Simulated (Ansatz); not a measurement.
# LiF under pressure

These are results of DFT LDA, scalar-relativistic, plane waves, PAW (Ansatz), not measurements. Plane waves to 420 eV; Γ-centred k mesh 10×10×10; fixed occupations. No spin polarisation. Phonons by linear response, acoustic sum rule imposed.

Relaxed structure:
```xyz
2
Lattice="0.0000 1.9545 1.9545 1.9545 0.0000 1.9545 1.9545 1.9545 0.0000" Properties=species:S:1:pos:R:3 pbc="T T T"
Li    0.0000    0.0000    0.0000
F     1.9545    1.9545    1.9545
```

Q: The cell is relaxed again at 5 and 11 and 22 GPa. How do volume, gap and optical modes at Γ (cm⁻¹, counted from the lowest optical one; a degenerate one stands once) change?

A:
```csv
,0 GPa,5 GPa,11 GPa,22 GPa
V/V0,1.000,0.950,0.903,0.840
gap (eV),9.70,10.24,10.79,11.67
"ε∞, mean",2.12,2.13,2.15,2.17
mode 1,339,386,432,501
```